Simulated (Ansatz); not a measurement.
What DFT gives for Nb3Sn

```
Nb Sn
1.0
     5.34683    0.00000    0.00000
     0.00000    5.34683    0.00000
     0.00000    0.00000    5.34683
Nb Sn
6 2
Direct
  0.25000 0.00000 0.50000
  0.50000 0.75000 0.00000
  0.75000 0.00000 0.50000
  0.50000 0.25000 0.00000
  0.00000 0.50000 0.75000
  0.00000 0.50000 0.25000
  0.00000 0.00000 0.00000
  0.50000 0.50000 0.50000
```

Method: PBEsol, spin-orbit coupling; PAW, plane waves to 420 eV, 5×5×5 Γ-centred mesh, methfessel-paxton occupations (width 0.0366 eV) (Ansatz 0.2.0), atoms fixed.

The state carries no moments; the state need not be the lowest.

(1) Is the cell too large or too small?

(2) Metal or insulator?

(3) Which element gives electrons and which takes them?

(4) What is the formation energy?

Origin: a database entry at a rescaled volume.

Results:

(1) The pressure is -8.1 GPa (compression positive), so with the atoms held at these fractions the cell would first shrink.

(2) It is a metal, with about 12 states/eV a cell as the mean within 0.25 eV of the Fermi level, mostly Nb d (86 %).

(3) Bader charges in e: Nb +0.27, Sn -0.80. In the mean Nb gives up most and Sn takes most.

(4) -0.18 eV an atom against the elements' usual phases (free molecules for gases, crystals otherwise, with no correction for O₂ or N₂), so it is bound against them; other compounds may still compete. Relaxing would lower it.
